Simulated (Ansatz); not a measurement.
## Property card for Si4B

Method: DFT PBE, scalar-relativistic, plane waves, PAW (Ansatz 0.2.0).

Plane waves to 420 eV, a k mesh through Γ of 10×10×10 on the computed 5-atom cell and Gaussian smearing (0.10 eV); no spin polarisation.

The structure is relaxed at this level of theory with its symmetry kept, and needn't be the ground state of this composition.

```cif
data_structure
_symmetry_space_group_name_H-M 'Im-3m'
_symmetry_Int_Tables_number 229
_cell_length_a 5.1668
_cell_length_b 5.1668
_cell_length_c 5.1668
_cell_angle_alpha 90.000
_cell_angle_beta 90.000
_cell_angle_gamma 90.000
_cell_volume 137.93
loop_
_atom_site_label
_atom_site_type_symbol
_atom_site_symmetry_multiplicity
_atom_site_Wyckoff_symbol
_atom_site_fract_x
_atom_site_fract_y
_atom_site_fract_z
_atom_site_occupancy
Si1 Si 8 c 0.25000 0.25000 0.75000 1
B1 B 2 a 0.00000 0.00000 0.00000 1
```

```json
{
  "Space group": "Im-3m (No. 229)",
  "Volume per atom": "13.79 Å³",
  "Formation energy from the elements' standard states (uncorrected)": "+0.615 eV/atom",
  "Kohn–Sham band gap": "none (metal)",
  "Density of states at the Fermi level": "1.9 states/eV per cell",
  "Orbital (Löwdin) character within 0.5 eV of the Fermi level": "Si 3p 59 %, Si 3s 20 %, B 2p 9 %, unprojected 7 %",
  "Bader charge by site (e)": "Si (4 in the cell) 0.22, B (1 in the cell) -0.88"
}
```

The cell was found from a structure generator's guess, not taken from experiment. Löwdin shares on free-atom orbitals overweight diffuse shells.
